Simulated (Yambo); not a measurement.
Yambo run on B$_{2}$O$_{3}$ (space group Cmc2_1, No. 36). The wavefunctions are PBEsol (Quantum ESPRESSO, PseudoDojo norm-conserving, 84 Ry, without SOC) ones on a 4×4×4 mesh (24 occupied bands); a = 4.5398 Å, b = 4.5398 Å, c = 4.1334 Å, α = 90.00°, β = 90.00°, γ = 61.15°.

Yambo input:

```
rim_cut
HF_and_locXC
RandQpts= 1000000
RandGvec= 1 Ry
EXXRLvcs= 84 Ry
VXCRLvcs= 336 Ry
% QPkrange
 1 | 1 | 24 | 25 |
 3 | 3 | 24 | 25 |
 7 | 7 | 24 | 25 |
 9 | 9 | 24 | 25 |
%
```

k points by index: 1 = Γ, 3 = (0, 0, -0.5), 7 = (0, -0.5, 0), 9 = (0, -0.5, -0.5).

Resulting energies as the program prints them:

```
#    K-point    Band    Eo [eV]    Ehf [eV]    Vxc [eV]    Vnlxc [eV]
#
    1    24    -0.240703    -6.146195    -20.11761    -26.02310
    1    25    8.556284    13.83167    -12.85748    -7.582092
    3    24    0.000000    -6.157387    -20.36567    -26.52305
    3    25    8.933881    15.34639    -13.97403    -7.561519
    7    24    -0.192721    -6.352562    -20.35011    -26.50996
    7    25    9.604448    16.00867    -14.28998    -7.885751
    9    24    -0.309465    -6.497216    -20.28580    -26.47355
    9    25    9.467895    15.85220    -14.03503    -7.650721
```
Exchange alone, without screening.

Geometry of the Materials Project entry, not relaxed at this level.

The structure is a Materials Project entry; no match was found in the copy of COD used, and its stability was not checked.
